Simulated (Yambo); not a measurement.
```xyz
3
Lattice="3.3617 -1.9369 -0.0095 3.3617 1.9369 -0.0095 -2.2261 0.0000 4.4763" Properties=species:S:1:pos:R:3 pbc="T T T"
Mg     2.2486     0.0000     2.2287
S      4.4907     0.0000     3.4210
S      0.0065     0.0000     1.0364
```

Workflow: norm-conserving PBEsol (Quantum ESPRESSO, 84 Ry, scalar-relativistic), then G0W0 in Yambo (4×4×4 Γ-centred k mesh, bands 5 to 139 and a 10 Ry block in the screening, 139 bands in G with the Bruneval-Gonze terminator, plasmon pole fitted at 27.2 eV).

Give the PBEsol and G0W0 gaps between the band edges found on this mesh, and say where the edges lie.

Edges: (0.25, 0.25, 0.25) → (0, 0, -0.5). PBEsol: 1.06 eV; G0W0: 2.60 eV. Convergence of the G0W0 settings was not tested. 

Geometry strained from the cell relaxed with PBEsol, atoms relaxed again.

The structure is a Materials Project entry; no match was found in the copy of COD used, and its stability was not checked.
